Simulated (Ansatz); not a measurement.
How many states can DFT+U reach in KMnF3 (Pm-3m)?

Computed with Ansatz (plane waves, PAW): PBEsol+U, U_eff = 4.0 eV (Dudarev form) on Mn d, fully localised double counting, scalar-relativistic datasets, 420 eV, PAW set soft_2 (made for PBE), 5×5×5 mesh, Gaussian smearing of 0.05 eV.

```yaml
crystal:
  lattice:
    - [4.18690, 0.00000, 0.00000]
    - [0.00000, 4.18690, 0.00000]
    - [0.00000, 0.00000, 4.18690]
  atoms:
    - { symbol: K, position: [0.50000, 0.50000, 0.50000] }
    - { symbol: Mn, position: [0.00000, 0.00000, 0.00000] }
    - { symbol: F, position: [0.50000, 0.00000, 0.00000] }
    - { symbol: F, position: [0.00000, 0.50000, 0.00000] }
    - { symbol: F, position: [0.00000, 0.00000, 0.50000] }
```

The structure is that of a measured cell (COD), unrelaxed.

Cell and atoms stay fixed, and the cell was started in 7 ways, without spin–orbit coupling. The starts were built for 5 d electrons on Mn, a formal count that the converged states needn't keep. Starting moments of the plain starts: Mn2 5.00 μB (atoms counted from 1).

Energies count from the lowest free state found; constrained states (a lock kept on the moments, or spin off) can lie above or below free ones. A natural orbital (eigenvector of a shell's occupation matrix) is counted as filled above 0.75 (0.9 in a metal) and as partly filled from 0.35 up to that; ↑ and ↓ are the spin channels.

```csv
state,reached from,ΔE (meV/atom),gap (eV),P (GPa),cell spin moment (μB),site spin moments (μB),shell filling,Hubbard energy (eV/cell),flags
1,"from atoms, default search; from atoms, symmetry kept, no search; random orbitals: pairs of harmonics, lower spin (3+2 electrons) (draw 8); 3 more",0.0,2.70,1.0,5.00,Mn 4.20; F 0.05,"Mn 5↑ 0↓, 5.21 e",0.45,–
2,"random orbitals: single harmonics, lower spin (3+2 electrons) (draw 4)",1017.8,metal,4.5,1.05,Mn 0.86,"Mn 3↑ 2↓, 5.22 e",0.57,possible saddle point
```

The lowest free state (state 1) has 5 d electrons in filled orbitals, 5 of them unpaired, the high-spin filling, a gap of 2.70 eV and a whole-number cell moment of 5 μB, as a collinear insulator must have. Its natural occupations are Mn2 spin up: 0.99 0.99 1.00 1.00 1.00; Mn2 spin down: 0.03 0.03 0.03 0.07 0.07.

State 2 lies 1017.8 meV/atom higher, or 5.09 eV per cell. It has no gap on the mesh (a metal); natural occupations Mn2 spin up: 0.07 0.10 0.99 1.00 1.00; Mn2 spin down: 0.03 0.03 0.04 0.98 0.99. On Mn2, N↑ − N↓ is 1.08 in size in state 2 against 4.76 in state 1: with fewer parallel spins, state 2 lacks part of the exchange energy behind Hund's first rule. With J = 0 the Hubbard energy is (U/2) Σ λ(1 − λ), a penalty on fractional natural occupations. The sums Σ λ(1 − λ) over the cell's shells are 0.22 for state 1 and 0.29 for state 2, which at U/2 = 2.00 eV give 0.45 and 0.57 eV per cell. Of the difference of 5.09 eV per cell, the Hubbard term gives 0.13 eV and all other terms 4.96 eV, so the Hubbard term itself makes little of it, though U shapes both states. The other terms are taken on each state's own density, so they aren't the result of a run without U.

With one Mn ion in the cell, Mn moments can't oppose each other.

The lowest state found needn't be the ground state of this level of theory. For metallic states the mesh is coarse, so energy differences carry some meV/atom. U is one value of a scan, not fitted to this compound, so the states needn't resemble the real material's. A gap on the mesh alone may shrink between mesh points. Site moments are integrated in small spheres and here fall short of the shell's N↑ − N↓.
